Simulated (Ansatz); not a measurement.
Values for one crystal, relaxed and computed with the program Ansatz at the r²SCAN level (PAW); other levels are named.

```yaml
volume_per_atom: 14.00 Å³
electronic_character: metallic (no gap)
Bulk modulus (Birch–Murnaghan fit): 149 GPa
Pressure derivative B′: 4.7
Gap with spin–orbit coupling: none (metallic)
Density of states at the Fermi level: 0.33 states/eV per atom (mean over ±0.08 eV)
Formation energy from the elements (no fitted shifts): -2.70 eV/atom
```

Problem. Pick the material that matches.
A) SrCuSi, P6_3/mmc (Sr on 2a, Si on 2c, Cu on 2d)
B) Sr2MoO4, I4/mmm (Sr on 4e, Mo on 2a, O on 4c, O on 4e)
C) MoS2, R-3m (Mo on 3a, S on 6c)
D) SrCo2P2, I4/mmm (Sr on 2a, Co on 4d, P on 4e)

Solution. B, Sr2MoO4, I4/mmm (Sr on 4e, Mo on 2a, O on 4c, O on 4e)

The workflow started from a Materials Project entry (that database holds measured and hypothetical structures alike); the Crystallography Open Database copy checked does not list it. Whether it is the stable phase at ambient conditions was not checked. The r²SCAN relaxation kept the symmetry of its start; whether a distortion lowers the energy is not shown. No spin polarisation was allowed. No Hubbard U is applied. The references are the lowest solids computed at this level, not always the standard phases (solids in place of the gases). Spin–orbit coupling is left out wherever it is not named.

Potentials: the later of the program's two PAW sets.
